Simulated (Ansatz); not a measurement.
ZrSn3O8 (rutile sites, Cmmm): zone-centre phonons and dielectric response

Perturbation theory with PBEsol in the PAW code Ansatz on the PBEsol cell, ground state and force constants on a 4×4×4 mesh. Spin-unpolarised throughout. Whether this structure exists isn't addressed.

It is orthorhombic, Cmmm (No. 65); conventional cell a = 6.766 Å, b = 6.797 Å, c = 6.444 Å, 12.35 Å³ an atom. Sn has 6 O at 2.07 Å; Sn has 6 O at 2.06–2.08 Å; O has 3 Sn at 2.07–2.08 Å; O has 2 Sn at 2.06–2.07 Å and 1 Zr at 2.09 Å; Zr has 6 O at 2.09 Å; O has 2 Sn at 2.08 Å and 1 Zr at 2.09 Å.

```xyz
12
Lattice="3.3986 -3.3830 0.0000 3.3986 3.3830 0.0000 0.0000 0.0000 6.4436" Properties=species:S:1:pos:R:3 pbc="T T T"
Sn    3.3986    0.0000    0.0000
Sn    0.0000    0.0000    4.8397
O     1.3262    0.0000    0.0000
O     5.4709    0.0000    0.0000
O     3.3986   -1.3197    4.8432
O     3.3986    1.3197    4.8432
Zr    3.3986    0.0000    3.2218
Sn    0.0000    0.0000    1.6039
O     1.3072    0.0000    3.2218
O     5.4899    0.0000    3.2218
O     3.3986   -1.3197    1.6005
O     3.3986    1.3197    1.6005
```

Optical modes without the longitudinal term:
```csv
ω (cm⁻¹),degeneracy,"IR intensity, summed over the level ((D/Å)²/amu)"
100,1,1.59
113,1,0.00
130,1,0.00
138,1,0.34
179,1,1.47
186,1,0.00
218,1,22.03
227,1,28.89
242,1,1.02
258,1,0.00
259,1,0.00
259,1,0.00
274,1,4.37
282,1,6.11
285,1,0.00
293,1,1.82
352,1,0.00
401,1,95.19
427,1,0.00
441,1,0.00
478,1,25.62
479,1,1.28
503,1,0.10
511,1,0.00
544,1,0.09
546,1,51.21
556,1,30.58
559,1,0.00
566,1,0.00
610,1,0.00
639,1,0.74
670,1,0.00
741,1,0.00
```

The zone-centre optical frequencies run from 100 to 741 cm⁻¹, none imaginary (the rest of the zone wasn't tested). The long-range field leaves the highest mode where it is. By the program's warning the force constants, and with them frequencies and ε⁰, aren't converged on this mesh. Of the real levels 17 are infrared active, the strongest at 401 cm⁻¹.

The clamped-ion dielectric constant comes out as 4.59, 4.47 and 5.04 along x, y and z. With the ions relaxed, ε⁰ is 17.2, 17.3 and 14.2 along x, y and z. Born charges, averaged over directions: Sn +4.30 to +4.41, O -2.41 to -2.16, Zr +5.64 e. The program notes that the ground state's band table doesn't vouch for all the bands that the response reads.

For comparison, on the r2SCAN cell the mean ε∞ is 4.21 with r2SCAN (ground state on 4×4×4; least gap 2.73 eV).

No spin-orbit coupling is included; it can move band edges with weight on the heavy atoms by tenths of an eV.
